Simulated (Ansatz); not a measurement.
W:
```
W
1.0
    0.00000     2.87820     2.87820
    2.87820     0.00000     2.87820
    2.87820     2.87820     0.00000
W
2
Direct
  0.00000   0.00000   0.00000
  0.25000   0.25000   0.25000
```

Relaxed with PBEsol. Special points in fractions of this cell's reciprocal vectors: Γ (0.000, 0.000, 0.000); X (0.500, 0.000, 0.500); U (0.625, 0.250, 0.625); K (0.375, 0.375, 0.750); L (0.500, 0.500, 0.500); W (0.500, 0.250, 0.750).

List the band energies nearest the Fermi level at these points for DFT-PBEsol in the program Ansatz with PAW potentials.

In eV from the Fermi level; about four levels below and three above (degenerate sets whole), none deeper than 8.9 eV; points with the same levels are listed once.

| k | below | above |
|---|---|---|
| Γ | -2.01 -2.01 -1.13 -1.13 -1.13 | 1.57 1.57 1.57 |
| X | -1.27 -1.27 -1.23 -1.23 | 1.06 1.06 4.74 4.74 |
| U | -2.57 -1.97 -1.68 -1.16 | 0.39 0.62 0.95 |
| L | -1.79 -1.79 -1.32 -1.32 -0.39 | 2.78 2.78 4.44 4.44 |
| W | -2.99 -2.99 -1.68 -1.68 | 0.01 0.01 0.23 0.23 |

Space group Fd-3m (diamond). The start of the workflow was typed in or built on a structure type; neither database checked (COD, Materials Project) lists it. It is not the phase usual at ambient conditions (space group No. 229). Symmetry was held in the PBEsol relaxation. At this level the phase is mechanically unstable. No spin polarisation was allowed. Spin–orbit coupling is left out wherever it is not named.

Potentials: the later of the program's two PAW sets.
